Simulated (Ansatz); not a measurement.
BaTiO3:
```cif
data_Ba2O6Ti2
_chemical_formula_sum 'Ba2 Ti2 O6'
_space_group_name_H-M_alt 'Amm2'
_space_group_IT_number 38
_space_group_name_Hall 'A 2 -2'
_cell_length_a 3.94977
_cell_length_b 5.65813
_cell_length_c 5.67894
_cell_angle_alpha 90.000
_cell_angle_beta 90.000
_cell_angle_gamma 90.000
loop_
_space_group_symop_operation_xyz
  'x, y, z'
  '-x, -y, z'
  '-x, y, z'
  'x, -y, z'
  'x, y+1/2, z+1/2'
  '-x, -y+1/2, z+1/2'
  '-x, y+1/2, z+1/2'
  'x, -y+1/2, z+1/2'
loop_
_atom_site_label
_atom_site_type_symbol
_atom_site_symmetry_multiplicity
_atom_site_Wyckoff_symbol
_atom_site_fract_x
_atom_site_fract_y
_atom_site_fract_z
_atom_site_occupancy
Ba1 Ba 2 a 0.00000 0.00000 0.99625 1
Ti1 Ti 2 b 0.50000 0.50000 0.98346 1
O1 O 4 e 0.50000 0.24553 0.26418 1
O2 O 2 a 0.00000 0.00000 0.51204 1
```
(The calculation used a cell of 5 atoms; values per cell refer to that cell.)

Relaxed at zero pressure with plane-wave PAW PBEsol (Ansatz code).

**Question.** The volume is raised by 3 % and shape and atoms relax at that volume. What pressure results, and how do the axes share the change?

**Answer.** -3.2 GPa; a 0.2 %, b 1.2 %, c 1.5 %; the energy rises by 4 meV/atom.

**Question.** Give the new structure.

**Answer.** 
Space group Amm2 (No. 38); a = 3.9588 Å, b = 5.7273 Å, c = 5.7655 Å, α = β = γ = 90.00°

| atom | site | symmetry | x | y | z |
|---|---|---|---|---|---|
| Ba | 2a | mm2 | 0.0000 | 0.0000 | 0.9931 |
| Ti | 2b | mm2 | 0.5000 | 0.5000 | 0.9783 |
| O | 4e | m.. | 0.5000 | 0.2430 | 0.2671 |
| O | 2a | mm2 | 0.0000 | 0.0000 | 0.5146 |

The phase is kept; no other phase was compared at this pressure.

This is a known low-temperature phase of the composition, computed here at zero pressure and temperature. Symmetry was held in the PBEsol relaxation; whether a distortion lowers the energy is not shown. The run is not spin-polarised. Scalar-relativistic: spin–orbit coupling is off unless named, which matters more the heavier the elements.

Potentials: the earlier of the program's two PAW sets.
